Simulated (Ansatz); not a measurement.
**CsIn$_{2}$Au$_{4}$ in Ansatz, relaxation**

Launch command:

```bash
ansatz run input.yaml --threads 2 --pin off --max-ram 3584MiB --backend cpu --events-out ev --progress --plain --runs-dir out
```

Input:

```yaml
crystal:
  lattice:
    - [-4.463481, 4.463481, 4.179907]
    - [4.463481, -4.463481, 4.179907]
    - [4.463481, 4.463481, -4.179907]
  atoms:
    - { symbol: Au, position: [0.98644, 0.48644, 0.80394] }
    - { symbol: Au, position: [0.48644, 0.6825, 0.5] }
    - { symbol: Au, position: [0.6825, 0.1825, 0.19606] }
    - { symbol: Au, position: [0.1825, 0.98644, 0.5] }
    - { symbol: Au, position: [0.51356, 0.3175, 0.5] }
    - { symbol: Au, position: [0.01356, 0.51356, 0.19606] }
    - { symbol: Au, position: [0.8175, 0.01356, 0.5] }
    - { symbol: Au, position: [0.3175, 0.8175, 0.80394] }
    - { symbol: In, position: [0.641, 0.141, 0.782] }
    - { symbol: In, position: [0.141, 0.359, 0.5] }
    - { symbol: In, position: [0.359, 0.859, 0.218] }
    - { symbol: In, position: [0.859, 0.641, 0.5] }
    - { symbol: Cs, position: [0.25, 0.25, 0.0] }
    - { symbol: Cs, position: [0.75, 0.75, 0.0] }
  symmetry: { tolerance: 0.0003 }
kpoints:
  mp_grid: { grid: [5, 5, 5], shift: [0, 0, 0] }
magnetization:
  spin_polarized: false
scf:
  occupations: { method: fermi_dirac }
  lower_state_search: "off"
hamiltonian:
  pseudopotentials: { kind: paw }
  xc: r2scan
basis:
  ecutwfc: 500
  fft_grid_basis: typed
relax:
  max_steps: 80
output:
  forces: true
  stress: true
  eigenvalues: true
  bader: true
  populations: true
  elf: true
  write_potential: true
  volumetric_format: npy
  dos:
    e_range: [-12, 8]
    de: 0.05
    projected: { site_lists: { Au: [Au], Cs: [Cs], In: [In] } }
  write_density: true
checkpoint:
  read: saved_state
```

Origin of the cell: a known structure type with other elements, at an estimated volume, so it need not be a known compound.

The smearing width isn't typed, so it takes its default of 0.1 eV.

The saved state is a converged single point of the same cell.

Steps:

```json
{"step": "1", "ΔF (meV/atom)": "0.0", "max force component (eV/Å)": "0.093", "SCF iterations": "6", "step was": "accepted"}
{"step": "2", "ΔF (meV/atom)": "-0.1", "max force component (eV/Å)": "0.078", "SCF iterations": "7", "step was": "accepted"}
{"step": "3", "ΔF (meV/atom)": "-0.3", "max force component (eV/Å)": "0.004", "SCF iterations": "6", "step was": "accepted"}
{"step": "4", "ΔF (meV/atom)": "-0.3", "max force component (eV/Å)": "0.004", "SCF iterations": "2", "step was": "accepted"}
```

Step 1, with forces in eV/Å:

```xyz
14
Lattice="-4.463 4.463 4.180 4.463 -4.463 4.180 4.463 4.463 -4.180" Properties=species:S:1:pos:R:3:forces:R:3 pbc="T T T" step=1
Au    1.357    5.820    2.796   -0.026   -0.026    0.093
Au    3.107    1.357    2.796    0.026   -0.026    0.093
Au   -1.357    3.107    2.796    0.026    0.026    0.093
Au    5.820   -1.357    2.796   -0.026    0.026    0.093
Au    1.357    3.107    1.384   -0.026    0.026   -0.093
Au    3.107   -1.357    1.384    0.026    0.026   -0.093
Au   -1.357    5.820    1.384    0.026   -0.026   -0.093
Au    5.820    1.357    1.384   -0.026   -0.026   -0.093
In    1.259    5.722    0.000   -0.045   -0.045    0.000
In    3.205    1.259    0.000    0.045   -0.045    0.000
In    3.205   -1.259    4.180    0.045    0.045    0.000
In    1.259    3.205    4.180   -0.045    0.045    0.000
Cs    0.000    0.000    2.090    0.000    0.000    0.000
Cs    0.000    0.000    6.270    0.000    0.000    0.000
```

Step 2, with forces in eV/Å:

```xyz
14
Lattice="-4.463 4.463 4.180 4.463 -4.463 4.180 4.463 4.463 -4.180" Properties=species:S:1:pos:R:3:forces:R:3 pbc="T T T" step=2
Au    1.354    5.818    2.808    0.035    0.035   -0.078
Au    3.109    1.354    2.808   -0.035    0.035   -0.078
Au   -1.354    3.109    2.808   -0.035   -0.035   -0.078
Au    5.818   -1.354    2.808    0.035   -0.035   -0.078
Au    1.354    3.109    1.371    0.035   -0.035    0.078
Au    3.109   -1.354    1.371   -0.035   -0.035    0.078
Au   -1.354    5.818    1.371   -0.035    0.035    0.078
Au    5.818    1.354    1.371    0.035    0.035    0.078
In    1.246    5.710    0.000    0.031    0.031    0.000
In    3.217    1.246    0.000   -0.031    0.031    0.000
In    3.217   -1.246    4.180   -0.031   -0.031    0.000
In    1.246    3.217    4.180    0.031   -0.031    0.000
Cs    0.000    0.000    2.090    0.000    0.000    0.000
Cs    0.000    0.000    6.270    0.000    0.000    0.000
```

Step 4, with forces in eV/Å:

```xyz
14
Lattice="-4.463 4.463 4.180 4.463 -4.463 4.180 4.463 4.463 -4.180" Properties=species:S:1:pos:R:3:forces:R:3 pbc="T T T" step=4
Au    1.357    5.821    2.803    0.004    0.004   -0.002
Au    3.106    1.357    2.803   -0.004    0.004   -0.002
Au   -1.357    3.106    2.803   -0.004   -0.004   -0.002
Au    5.821   -1.357    2.803    0.004   -0.004   -0.002
Au    1.357    3.106    1.377    0.004   -0.004    0.002
Au    3.106   -1.357    1.377   -0.004   -0.004    0.002
Au   -1.357    5.821    1.377   -0.004    0.004    0.002
Au    5.821    1.357    1.377    0.004    0.004    0.002
In    1.250    5.713    0.000   -0.003   -0.003    0.000
In    3.214    1.250    0.000    0.003   -0.003    0.000
In    3.214   -1.250    4.180    0.003    0.003    0.000
In    1.250    3.214    4.180   -0.003    0.003    0.000
Cs    0.000    0.000    2.090    0.000    0.000    0.000
Cs    0.000    0.000    6.270    0.000    0.000    0.000
```

```
Free energy lowered by  : 0.3 meV/atom
Final pressure          : 1.81 GPa
Relaxation steps listed : 4
```

Caveats: no spin-orbit coupling, though heavy elements are present; the SCF threshold is looser than advised for a stress; the relaxation held the start's symmetry, so the end may be a saddle point.

Time: 320 s of wall time on 2 CPU thread(s) of a shared host, from a saved density.
